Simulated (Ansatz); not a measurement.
BeTe:
```xyz
2
Lattice="0.0000 2.8318 2.8318 2.8318 0.0000 2.8318 2.8318 2.8318 0.0000" Properties=species:S:1:pos:R:3 pbc="T T T"
Be     2.8318     2.8318     2.8318
Te     1.4159     1.4159     1.4159
```

Plane-wave PAW PBE (Ansatz code) gives a gap of 2.03 eV without spin–orbit coupling, maximum at Γ, minimum at X.

Problem. What happens when spin–orbit coupling is switched on?

Solution. The gap falls by 0.29 eV, to 1.74 eV; maximum at Γ, minimum at X.

Problem. How large is the spin–orbit splitting of the valence top at Γ?

Solution. The fourfold level lies 0.94 eV above the split-off pair.

Problem. Give the electron effective mass with spin–orbit coupling.

Solution. 0.26, 0.26, 1.9 mₑ (principal values).

Problem. Give the hole effective mass with spin–orbit coupling, band 1 of 2 at the edge.

Solution. 0.32 along [100], 0.62 along [110], 0.77 along [111] (mₑ).

Problem. Give the hole effective mass with spin–orbit coupling, band 2 of 2 at the edge.

Solution. 0.21 along [100], 0.16 along [110], 0.15 along [111] (mₑ).

Space group F-43m (zinc blende). Symmetry was held in the PBE relaxation; of distortions, only those at the zone centre were tested. The volume moved by 30 % from the start of the relaxation.

Potentials: the later of the program's two PAW sets.
